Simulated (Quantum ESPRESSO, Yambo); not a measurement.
AlP at -2 % biaxial strain: DFT and GW levels

Space group P6₃mc (No. 186); a = b = 3.7840 Å, c = 6.4031 Å, α = β = 90.00°, γ = 120.00°

| atom | site | symmetry | x | y | z |
|---|---|---|---|---|---|
| Al | 2b | 3m. | 0.3333 | 0.6667 | 0.0026 |
| P | 2b | 3m. | 0.3333 | 0.6667 | 0.3724 |

The PBEsol cell relaxed from Materials Project entry mp-8880 was given a biaxial strain of -2 % along x and y, z relaxed, and the atoms were relaxed again.

Starting point: PBEsol (Quantum ESPRESSO, PseudoDojo norm-conserving, 44 Ry, without SOC). G0W0 in Yambo: 6×6×2 Γ-centred k mesh, 180 bands and a 10 Ry block in the screening, 180 bands in G with the Bruneval-Gonze terminator, plasmon pole fitted at 27.2 eV.

The PBEsol gap along the band path comes out as 1.79 eV and the PBEsol gap between the mesh's edge points (Γ → K) is 1.82 eV. The G0W0 gap between the same points comes out as 2.78 eV, the PBEsol smallest direct gap on the mesh (at Γ) is 2.64 eV and the G0W0 direct gap at that point is 3.66 eV.

| k point | band | E PBEsol (eV) | E QP (eV) | shift (eV) | Z |
|---|---|---|---|---|---|
| Γ | VB | 0.00 | -0.84 | -0.84 | 0.77 |
| Γ | CB | 2.64 | 2.81 | 0.17 | 0.79 |
| A | VB | -0.48 | -1.34 | -0.86 | 0.77 |
| A | CB | 3.39 | 3.57 | 0.18 | 0.79 |
| K | VB | -2.72 | -3.62 | -0.89 | 0.76 |
| K | CB | 1.82 | 1.94 | 0.12 | 0.80 |

Energies count from the PBEsol valence-band maximum.

Convergence of the G0W0 settings was not tested.

This is not the ordinary phase of the substance; no match was found in the copy of COD used, and its stability was not checked.
